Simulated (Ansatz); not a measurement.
**Question.** CdSe in space group P6_3mc (No. 186; Cd on 2a, Cd on 2b, Se on 2a, Se on 2b) is relaxed with HSE06 in the plane-wave PAW code Ansatz. What lattice parameters of the conventional cell result?

**Answer.** a = 4.347 Å, c = 14.181 Å.

**Question.** Give the free coordinates with the occupied sites.

**Answer.** In one choice of origin and axes:

```json
[
 {"atom": "Cd", "site": "2a", "symmetry": "3m.", "x": "0.0000", "y": "0.0000", "z": "0.0004"},
 {"atom": "Cd", "site": "2b", "symmetry": "3m.", "x": "0.3333", "y": "0.6667", "z": "0.2502"},
 {"atom": "Se", "site": "2a", "symmetry": "3m.", "x": "0.0000", "y": "0.0000", "z": "0.3126"},
 {"atom": "Se", "site": "2b", "symmetry": "3m.", "x": "0.3333", "y": "0.6667", "z": "0.0624"}
]
```

**Question.** Is it a metal or does it have a gap at this level?

**Answer.** A gap of 1.50 eV, direct.

The cell is a constructed one: a structure type filled with these elements. Its sites differ from those of the usual phase in this space group: another stacking or structure type. The cell was relaxed with HSE06 under the symmetry of its start; whether a distortion lowers the energy is not shown. The hybrid was solved on a coarse mesh, the path and, where they were found, the r²SCAN edge points; its band edges are the extreme levels among these. Spin–orbit coupling is left out wherever it is not named.

Potentials: the later of the program's two PAW sets.
